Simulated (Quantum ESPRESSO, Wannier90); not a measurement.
# MoP (P-6m2): Wannier90 run

```
begin unit_cell_cart
ang
    3.2347598549    0.0000000000    0.0000000000
   -1.6173799274    2.8013842095    0.0000000000
    0.0000000000    0.0000000000    3.1822800000
end unit_cell_cart
begin atoms_frac
Mo   0.0000000000  0.0000000000  0.0000000000
P    0.3333333333 -0.3333333333  0.5000000000
end atoms_frac
```

Cell from Materials Project (mp-219), symmetrised, no further relaxation. COD (Crystallography Open Database) has an entry of this formula and space group (matched by these alone). Method: PBEsol plane waves in Quantum ESPRESSO 7.5 (PseudoDojo norm-conserving files, 64 Ry, no spin polarisation, no spin-orbit coupling), Bloch states on a 12×12×10 mesh through Γ, Wannier90 4.0.1. Density: 12×12×10 mesh, cold smearing 0.01 Ry.

A tight-binding model is made by disentanglement and projection with no localisation steps (num_iter = 0), so the 13 orbitals stay atom-like: hydrogen-like Mo: s;p;d; P: s;p, axes along x, y, z; frozen window up to 1.50 eV relative to the Fermi level. It follows pw.x to 1.4 meV rms for states up to 1.0 eV relative to the Fermi level. Matrix elements depend on this choice of orbitals and windows. The run ended at its step limit with the spread still drifting slowly, so a lower minimum may lie further on.

Problem. What are the on-site energies relative to the Fermi level, and how fast do the hoppings decay?

Solution. 
| atom | orbitals | energy (eV) |
|---|---|---|
| Mo1 | s | 5.21 |
| Mo1 | pz | 9.73 |
| Mo1 | px py | 9.90 |
| Mo1 | dz2 | -0.54 |
| Mo1 | dxz dyz dx2-y2 dxy | -0.38 |
| P2 | s | -6.73 |
| P2 | pz | 1.69 |
| P2 | px py | 0.65 |

| distance of the centres (Å) | largest modulus (eV) |
|---|---|
| 2–3 | 1.9 |
| 3–4 | 1.5 |
| 4–5 | 0.49 |
| 5–6 | 0.15 |
| 6–7 | 0.18 |
| 7–8 | 0.045 |
| 8–9 | 0.021 |
| 9–10 | 0.027 |
| 10–11 | 0.0049 |
| 11–12 | 0.0067 |
| 12–13 | 0.0034 |
